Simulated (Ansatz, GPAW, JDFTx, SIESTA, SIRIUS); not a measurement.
**One calculation of HPbNO4, 5 ways**

```
H Pb N O
1.0
     4.19923    0.11117    0.16817
     1.91600    3.89132    0.12568
     1.76085    1.25259    6.37266
H Pb N O
1 1 1 4
Direct
  0.89145 0.68202 0.62796
  0.14426 0.92872 0.88352
  0.25670 0.28861 0.30171
  0.83108 0.65056 0.78405
  0.38694 0.22380 0.11295
  0.31104 0.03576 0.45856
  0.07726 0.60633 0.32275
```

The cell comes from a database or a generator and needn't be the stable form of this composition.

Alike in all runs: task single point; functional PBE; k mesh 7 × 7 × 5; occupations fermi-dirac, width 0.05 eV; no spin polarisation; no spin-orbit coupling. Pressure is positive in compression and, in plane waves, holds the error of the finite cutoff.

```tsv
program and potentials	plane-wave cutoff (eV)	notes	pressure (GPa)	largest force (eV/Å)
Ansatz, all-electron LAPW, scalar-relativistic	-	-	-0.10	0.051
JDFTx, PseudoDojo-SR-PBE-0.5-standard (H, N, O) + PseudoDojo-SR-PBE-0.4.1-standard (Pb) with smoothed tails	1143	-	-0.07	0.177
SIESTA, files PseudoDojo sr-pbe-0.4.1-standard, DZP (energy shift 0.003 Ry; two zetas on semicore shells)	-	atomic basis	2.61	1.327
SIRIUS, PseudoDojo 0.4.1 PBE standard (scalar relativistic)	1152	-	?	?
GPAW, GPAW PAW data sets (gpaw-data 1.2.1)	800	-	-0.27	0.094
```

Problem. Estimate from the other rows what the run with SIRIUS, PseudoDojo 0.4.1 PBE standard (scalar relativistic) gave.

Solution. Pressure -0.06 GPa; largest force 0.178 eV/Å. The other rows, which needn't bracket it: pressure -0.27 to 2.61; largest force 0.051 to 1.327.
